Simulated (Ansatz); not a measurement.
SnTe:
```xyz
2
Lattice="0.0000 3.1818 3.1818 3.1818 0.0000 3.1818 3.1818 3.1818 0.0000" Properties=species:S:1:pos:R:3 pbc="T T T"
Sn     0.0000     0.0000     0.0000
Te     3.1818     3.1818     3.1818
```

Relaxed with HSE06. Special points in fractions of this cell's reciprocal vectors: Γ (0.000, 0.000, 0.000); X (0.500, 0.000, 0.500); U (0.625, 0.250, 0.625); K (0.375, 0.375, 0.750); L (0.500, 0.500, 0.500); W (0.500, 0.250, 0.750).

Problem. List the band energies nearest the valence-band maximum at these points for HSE06 (plane waves, PAW; program Ansatz).

Solution. In eV from the valence-band maximum; about four levels below and three above (degenerate sets whole), none deeper than 8.9 eV; points with the same levels are listed once.

```csv
k,below,above
Γ,-5.18 -2.48 -2.48 -2.48,3.78 3.78 3.78
X,-7.15 -6.15 -4.18 -4.18,2.51 5.41 5.41
U,-8.21 -5.72 -3.63 -3.01,3.35 3.42 4.62
L,-2.13 -2.13 0.00,0.23 0.56 0.56
W,-8.15 -5.34 -5.34 -1.05,1.08 5.06 5.06
```

Space group Fm-3m (rock salt). Symmetry was held in the HSE06 relaxation. The hybrid was solved on a coarse mesh, the path and, where they were found, the r²SCAN edge points; its band edges are the extreme levels among these. Spin–orbit coupling is left out wherever it is not named.

Potentials: the earlier of the program's two PAW sets. The files were generated under PBE; for other functionals the program regenerates the frozen cores, and for LDA and PBEsol the local potential too.
